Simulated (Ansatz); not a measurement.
# Mg started on an O site next to O started in the widest void in cubic perovskite LaGaO3, 41 atoms, charge 0

All numbers below come from Ansatz 0.2.0, DFT, PBEsol, PAW, plane waves.

Command:

```sh
ansatz run in.yaml --threads 8 --pin off --max-ram 13300MiB --runs-dir r --events-out ev --progress --plain
```

The input less its lattice and atoms:

```yaml
crystal:
  symmetry: { detect: false }
kpoints:
  mp_grid: { grid: [1, 1, 1], shift: [0.25, 0.25, 0.25] }
hamiltonian:
  xc: pbesol
scf:
  occupations: { method: fermi_dirac, width: 0.01 }
relax:
  f_tol: 0.03
  max_steps: 80
  escape_saddle: false
  adjacent_minimum: "off"
output:
  forces: true
  eigenvalues: true
  populations: true
```

Start:

```xyz
41
Lattice="7.7293 0.0000 0.0000 0.0000 7.7293 0.0000 0.0000 0.0000 7.7293" Properties=species:S:1:pos:R:3 pbc="T T T"
La    0.0052    7.7106    0.0143
La    0.0108    0.0051    3.8418
La    7.7151    3.8685    0.0118
La    7.6742    3.8527    3.8470
La    3.8917    0.0067    7.7260
La    3.9015    0.0184    3.8763
La    3.8821    3.9151    7.7243
La    3.8661    3.8728    3.8732
Ga    1.9169    1.9346    1.9462
Ga    1.9236    1.9588    5.7957
Ga    1.9622    5.7900    1.9522
Ga    1.9439    5.7681    5.7685
Ga    5.8553    1.9244    1.9518
Ga    5.7608    1.9327    5.8273
Ga    5.8000    5.8019    1.8922
Ga    5.7731    5.8154    5.7994
O     1.9214    1.9031    0.0537
O     1.8894    5.7701    7.6976
O     1.9558    5.7912    3.8705
O     5.7960    1.9609    0.0375
O     5.8029    1.8989    3.8688
O     5.7818    5.8121    7.7031
O     5.7980    5.8232    3.8394
O     0.0312    1.9168    1.9570
O     0.0173    1.9452    5.8237
O     0.0241    5.7726    1.9571
O     0.0077    5.8224    5.8099
O     3.8722    1.8935    1.9008
O     3.8364    1.9477    5.8056
O     3.8635    5.7766    1.9490
O     3.8276    5.8024    5.8152
O     1.9129    0.0222    1.9431
O     1.9146    7.7164    5.7882
O     1.9087    3.8943    1.9320
O     1.9412    3.8851    5.7838
O     5.7826    0.0109    1.9617
O     5.7750    7.6888    5.7856
O     5.8094    3.8609    1.9282
O     5.7533    3.8509    5.7807
O     7.7076    1.9464    3.8495
Mg    1.9488    1.9273    3.8765
```

Steps:

```tsv
step	energy less the first (eV)	largest force component (eV/Å)
start	0.000	10.537
1	-6.742	4.447
2	-8.963	1.920
3	-10.310	1.470
4	-11.347	1.267
5	-11.868	1.139
6	-12.454	0.685
7	-12.680	0.761
8	-12.915	1.336
9	-13.297	1.594
10	-13.633	1.171
11	-13.944	0.801
12	-14.045	0.526
13	-14.136	0.313
14	-14.232	0.565
15	-14.270	0.276
16	-14.348	0.373
17	-14.358	0.578
18	-14.398	0.814
19	-14.501	0.135
20	-14.510	0.077
21	-14.511	0.030
```

A structure on the way, about -13.94 eV from the start:

```xyz
41
Lattice="7.7293 0.0000 0.0000 0.0000 7.7293 0.0000 0.0000 0.0000 7.7293" Properties=species:S:1:pos:R:3 pbc="T T T"
La    7.6592    7.7177    7.6523
La    7.7252    7.6077    3.8847
La    7.5437    3.9371    0.0551
La    7.7028    3.9483    3.9625
La    3.8699    0.0106    7.7176
La    4.2173    7.4878    3.8596
La    3.7739    3.9625    0.1015
La    3.9718    3.9475    3.9363
Ga    1.7132    1.9938    1.6932
Ga    1.7675    2.3643    5.9818
Ga    1.9185    5.8413    1.9587
Ga    1.9486    5.9014    5.8111
Ga    5.7610    1.9131    1.9252
Ga    5.7153    1.9444    5.8118
Ga    5.8112    5.7665    1.9188
Ga    5.8029    5.7714    5.8755
O     2.1801    1.6083    7.6641
O     1.8970    6.4102    0.0370
O     1.9619    5.3029    3.9096
O     5.1864    2.1038    0.0501
O     5.9326    1.5520    3.8231
O     5.7862    5.5720    0.0385
O     5.8110    5.8881    3.8869
O     7.5457    1.9270    1.1282
O     7.6000    1.9074    6.1234
O     7.7153    5.8471    2.0384
O     7.7259    5.9535    5.7775
O     3.6198    1.9800    2.4494
O     3.8635    1.9866    5.4068
O     3.8641    5.7373    1.9288
O     3.8772    5.7251    5.8721
O     1.9887    7.7222    2.4022
O     2.0744    7.7226    5.2348
O     1.8230    3.9237    1.5533
O     1.7992    4.1482    6.5577
O     5.6952    7.6997    1.7042
O     5.6872    7.7035    6.0054
O     5.8182    3.8253    2.2089
O     5.8721    3.8735    5.6177
O     0.7588    1.9956    3.3211
Mg    2.4228    1.5015    3.9520
```

End:

```
La Ga O Mg
1.0
     7.72931    0.00000    0.00000
     0.00000    7.72931    0.00000
     0.00000    0.00000    7.72931
La Ga O Mg
8 8 24 1
Direct
  0.01059 0.00565 0.97247
  0.99261 0.98256 0.48973
  0.97925 0.51559 0.01479
  0.98323 0.50088 0.51033
  0.50573 0.00625 0.96790
  0.55744 0.97054 0.47830
  0.49488 0.50599 0.03611
  0.49769 0.51334 0.50571
  0.22753 0.25500 0.23007
  0.23154 0.33197 0.77864
  0.24811 0.75986 0.25523
  0.24608 0.76169 0.75003
  0.74977 0.24614 0.24193
  0.74283 0.24929 0.74416
  0.75216 0.74754 0.23978
  0.74709 0.74262 0.75387
  0.28851 0.22174 0.99715
  0.26201 0.83539 0.01378
  0.23491 0.69097 0.50857
  0.67949 0.27142 0.00103
  0.77823 0.21521 0.48665
  0.72577 0.72222 0.99831
  0.76265 0.75289 0.49457
  0.98333 0.23441 0.15371
  0.98017 0.29814 0.79331
  0.99701 0.77989 0.23531
  0.99142 0.71468 0.76171
  0.46970 0.27115 0.32152
  0.51327 0.17943 0.69955
  0.49958 0.72152 0.26868
  0.49947 0.78294 0.73076
  0.27617 0.99905 0.32878
  0.20378 0.99897 0.70813
  0.21971 0.50883 0.21670
  0.25831 0.55096 0.86947
  0.72158 0.99654 0.21611
  0.78910 0.99402 0.76031
  0.76219 0.49594 0.27072
  0.70414 0.49570 0.72393
  0.11093 0.25450 0.44191
  0.30979 0.17200 0.54524
```

Self-consistency was reached.

Time: 70 s of wall time on 8 threads of a Platinum 8488C processor, on a host shared with other runs; peak host memory 1.1 GiB.

(1) How much energy did the relaxation gain, and which atom moved most?

The one k point has no symmetry partners, which can distort the end along one axis.

Results:

(1) 14.51 eV in 21 steps, from a start with small random displacements (neighbours that lie too close to an added atom are first pushed off) (the gain also holds any tilting of the ideal host); atom 35 (O) moved 1.01 Å, the median atom 0.32 Å (drift of the whole cell removed).
